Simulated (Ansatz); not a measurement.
Consider a crystal of Ge2N in space group P6_3/mmc (No. 194), with Ge on 2c and 2a; N on 2d.

Computed with DFT PBE, scalar-relativistic, plane waves, PAW (Ansatz). Cutoff 420 eV, Γ-centred mesh, Gaussian smearing, no spin polarisation.

Energies over the elements count from the elements' standard structures at the same level (N₂ as a molecule), with no fitted energy shifts.

Q: Give the relaxed lattice parameters and positions.

A:

Space group P6_3/mmc (No. 194). a = 4.445 Å, b = 4.445 Å, c = 5.080 Å, α = 90.00°, β = 90.00°, γ = 120.00°
```json
{"atom": "Ge", "site": "2c", "symmetry": "-6m2", "x": "0.3333", "y": "0.6667", "z": "0.2500"}
{"atom": "Ge", "site": "2a", "symmetry": "-3m.", "x": "0.0000", "y": "0.0000", "z": "0.0000"}
{"atom": "N", "site": "2d", "symmetry": "-6m2", "x": "0.3333", "y": "0.6667", "z": "0.7500"}
```

It has the Ni2In type. Ge on a site of symmetry -6m2 is surrounded by 5 N at 2.54–2.57 Å and 6 Ge at 2.86 Å; Ge on a site of symmetry -3m is surrounded by 2 Ge at 2.54 Å, 6 Ge at 2.86 Å and 6 N at 2.86 Å; N is surrounded by 5 Ge at 2.54–2.57 Å and 6 Ge at 2.86 Å. Another local minimum with the same sites may exist.

Q: And its energy and gap?

A: The formation energy is +1.22 eV/atom and the gap on the 12×12×8 mesh of the 6-atom cell is 0 eV (a metal). The separate elements lie lower, so it is unstable against them.

The last run used Gaussian smearing of 0.10 eV. A structure relaxed within its symmetry needn't be a true minimum. Another cell of Ge2N relaxed alike, in P-3m1, lies 0.70 eV/atom lower, so this cell isn't the stable form at this level.
